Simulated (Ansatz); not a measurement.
# What DFT gives for Sb2TePd4

```xyz
7
Lattice="4.5757 0.0000 0.0000 -2.2878 3.9626 0.0000 0.0000 -2.6418 8.0531" Properties=species:S:1:pos:R:3 pbc="T T T"
Te    0.0000    0.0000    0.0000
Pd    0.0000    0.0000    3.4289
Pd    2.2878    1.3209    4.6242
Pd    0.0000    2.6418    2.4567
Pd    2.2878   -1.3209    5.5964
Sb    0.0000    0.0000    6.1502
Sb    2.2878    1.3209    1.9029
```

Single point in Ansatz 0.2.0 with PBE, no spin polarisation. Cutoff 420 eV, PAW datasets, 8×8×8 Γ-centred k mesh, fermi-dirac filling (width 0.1 eV).

(1) Is the cell too large or too small?

(2) What happens at the Fermi level?

(3) Which atom feels the largest force, and which way?

(4) Describe some of the short contacts.

(5) Give the Bader charges.

Origin: a known structure type with other elements, at an estimated volume, so it need not be a known compound.

Answers

(1) The pressure is -1.3 GPa (compression positive), so with the atoms held at these fractions the cell would first shrink. The principal stresses -2.6, -0.6, -0.6 GPa differ, so its shape would change too.

(2) It is a metal, with about 3.2 states/eV a cell as the mean within 0.25 eV of the Fermi level, mostly Pd d (40 %) and Sb p (38 %).

(3) The largest is on Sb6 (and as large on other atoms): 0.61 eV/Å, components (0.00, 0.00, -0.61). It makes 78° with the line to a nearest neighbour, Pd5 at 2.70 Å.

(4) Pd–Sb at 2.70 Å: least valence density 0.37 e/Å³ and ELF 0.36 there. Pd–Pd at 2.81 Å: least valence density 0.26 e/Å³ and ELF 0.20 there. Te–Sb at 3.26 Å: least valence density 0.19 e/Å³ and ELF 0.34 there. These are pseudo-fields; inside the PAW spheres they differ from the all-electron ones.

(5) Bader charges in e: Sb +0.49, Te -0.11, Pd -0.25 to -0.18. In the mean Sb gives up most and Pd takes most.
